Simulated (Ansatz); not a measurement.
BaO:
```
CELL_PARAMETERS angstrom
      0.00000     2.74492     2.74492
      2.74492     0.00000     2.74492
      2.74492     2.74492     0.00000
ATOMIC_POSITIONS crystal
  Ba 0.00000 0.00000 0.00000
  O  0.50000 0.50000 0.50000
```

PBEsol in the plane-wave PAW code Ansatz gives a gap of 1.84 eV without spin–orbit coupling, maximum at X, minimum at X.

### Question
What happens when spin–orbit coupling is switched on?

### Answer
The gap decreases by 0.05 eV, to 1.79 eV; maximum at X, minimum at X.

### Question
Give the electron effective mass with spin–orbit coupling.

### Answer
0.38, 0.38, 1.2 mₑ (principal values).

### Question
Give the hole effective mass with spin–orbit coupling.

### Answer
0.42, 2.3, 2.3 mₑ (principal values).

Space group Fm-3m (rock salt). Symmetry was held in the PBEsol relaxation.

Potentials: the later of the program's two PAW sets.
